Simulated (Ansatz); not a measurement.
**Stationary points along a deformation path in NbRu**

Theory: Ansatz 0.2.0, DFT r2SCAN, scalar-relativistic, plane waves, PAW. The runs took a 500 eV cutoff, a Γ-centred 16×16×16 mesh and Gaussian smearing (0.15 eV). No spin polarisation. Energies are free energies at this smearing, counted from the undisturbed cell; pressure is positive in compression.

Reference structure (as given, not relaxed at this level; it stands at -5.5 GPa, and it needn't be the usual structure):

```
Nb Ru
1.0
     3.18400    0.00000    0.00000
     0.00000    3.18400    0.00000
     0.00000    0.00000    3.18400
Nb Ru
1 1
Direct
  0.00000 0.00000 0.00000
  0.50000 0.50000 0.50000
```

At fixed volume and fractional coordinates, lengths along (0.577, 0.577, 0.577) are scaled against those across it; ρ is that ratio over its starting value. V = 16.139 Å³/atom. Δσ is the stress along the axis less the mean stress across it (compression positive).

```csv
ρ,ΔE (meV/atom),Δσ (GPa),space group
0.500,7872.3,612.30,R-3m
0.600,2791.5,258.18,R-3m
0.710,861.5,99.12,R-3m
0.850,145.2,30.39,R-3m
0.930,24.7,10.79,R-3m
1.000,0.0,0.00,Pm-3m
1.080,21.7,-7.96,R-3m
1.200,108.8,-16.46,R-3m
1.410,342.2,-24.36,R-3m
1.700,548.6,-7.59,R-3m
2.000,587.5,0.00,Fm-3m
```

Question: How does the stress give the slope of the energy, and where is the energy stationary?

Answer: Along the path d ln(length) is 2/3 d ln ρ on the axis and −1/3 d ln ρ across it, so dE/d ln ρ = −(2/3) V Δσ: the energy falls with ρ where Δσ is positive. Δσ vanishes or changes sign at ρ = 1.000 (Pm-3m), a minimum at 0.0 meV/atom; at ρ = 2.000 (Fm-3m, an end of the scan), at 587.5 meV/atom. Pairs of stationary points between two samples would go unseen, and could change a minimum read from distant neighbours into a maximum. At ρ = 1.000, 2.000 the cell is cubic, where symmetry alone makes the stress isotropic and the slope zero.

Question: Which shear constant sets the curvature at ρ = 1?

Answer: For a cubic crystal E/V = (2/3) C (ln ρ)² with C = C44, so Δσ = −2C ln ρ. The parabola of Δσ against ln ρ through ρ = 0.930, 1 and 1.080 gives C ≈ 63 GPa with the ions clamped, rough because the steps are large. It is the stress–strain coefficient at this cell's pressure of -5.5 GPa, not the zero-pressure constant.

In a metal these slopes depend on the k mesh and the smearing.